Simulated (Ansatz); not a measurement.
GaN:
```
GaN
1.0
    2.74236     0.00000     0.00000
    0.00000     2.74236     0.00000
    0.00000     0.00000     2.74236
Ga N
1 1
Direct
  0.00000   0.00000   0.00000
  0.50000   0.50000   0.50000
```

Relaxed with PBE. Special points in fractions of this cell's reciprocal vectors: Γ (0.000, 0.000, 0.000); X (0.000, 0.500, 0.000); M (0.500, 0.500, 0.000); R (0.500, 0.500, 0.500).

Problem. List the band energies nearest the Fermi level at these points for PBE with spin–orbit coupling in the plane-wave PAW code Ansatz.

Solution. In eV from the Fermi level; about four levels below and three above (degenerate sets whole), none deeper than 8.9 eV; points with the same levels are listed once.

| k | below | above |
|---|---|---|
| Γ | -1.25 -1.25 -1.25 -1.25 | 9.88 9.88 9.88 9.88 |
| X | – | 0.08 0.08 0.10 0.10 |
| M | -6.09 -6.09 -2.55 -2.55 | 0.47 0.47 8.16 8.16 |
| R | -2.96 -2.96 -2.96 -2.96 -2.95 -2.95 | 1.36 1.36 1.60 1.60 1.60 1.60 |

Space group Pm-3m (CsCl type). The cell is a constructed one: a structure type filled with these elements; neither database checked (COD, Materials Project) lists it. It is not the phase usual at ambient conditions (space group No. 186, 216). The cell was relaxed with PBE under the symmetry of its start; whether a distortion lowers the energy is not shown.

Potentials: the earlier of the program's two PAW sets.
